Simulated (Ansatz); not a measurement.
**Question.** AgAu (L1₀ or tetragonal B2, space group No. 123) is relaxed with DFT-PBE in the program Ansatz with PAW potentials. What lattice parameters of the conventional cell result?

**Answer.** a = 2.909 Å, c = 4.215 Å.

Space group P4/mmm (L1₀ or tetragonal B2). The start of the workflow was typed in or built on a structure type; neither database checked (COD, Materials Project) lists it. Its standing as an ambient phase is unchecked. The PBE relaxation kept the symmetry of its start; whether a distortion lowers the energy is not shown. No spin polarisation was allowed. Axis ratios of metals converge slowly with the k-mesh, so a and c are less sure than the volume. Spin–orbit coupling is left out wherever it is not named.

Potentials: the earlier of the program's two PAW sets.
